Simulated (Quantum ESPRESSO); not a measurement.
```cif
data_H8Mg4
_chemical_formula_sum 'H8 Mg4'
_space_group_name_H-M_alt 'P 1'
_space_group_IT_number 1
_cell_length_a 4.86375
_cell_length_b 4.64601
_cell_length_c 4.73867
_cell_angle_alpha 90.000
_cell_angle_beta 90.000
_cell_angle_gamma 90.000
loop_
_space_group_symop_operation_xyz
  'x, y, z'
loop_
_atom_site_label
_atom_site_type_symbol
_atom_site_fract_x
_atom_site_fract_y
_atom_site_fract_z
_atom_site_occupancy
H1 H 0.24279 0.55397 0.02882 1
H2 H 0.75721 0.44603 0.52882 1
H3 H 0.25721 0.55397 0.52882 1
H4 H 0.74279 0.44603 0.02882 1
H5 H 0.37978 0.09363 0.36114 1
H6 H 0.62022 0.90637 0.86114 1
H7 H 0.12022 0.09363 0.86114 1
H8 H 0.87978 0.90637 0.36114 1
Mg1 Mg 0.97039 0.73607 0.74844 1
Mg2 Mg 0.02961 0.26393 0.24844 1
Mg3 Mg 0.52961 0.73607 0.24844 1
Mg4 Mg 0.47039 0.26393 0.74844 1
```

The geometry is that of Materials Project entry mp-569051, symmetrised and not relaxed again.

Question: What does PBEsol (Quantum ESPRESSO, PseudoDojo norm-conserving, 84 Ry, without SOC) give for the electronic structure near the Fermi level?

Answer: The PBEsol gap is indirect, 2.07 eV, from 33 % of the way from Γ to X to X; the smallest direct gap is 2.10 eV. Another valence extremum on the path lies within 0.02 eV, too close to call. 

The structure is a Materials Project entry; no match was found in the copy of COD used, and its stability was not checked.

Letters of k points follow the standard setting of the lattice, whose axes may be ordered differently from the printed cell.
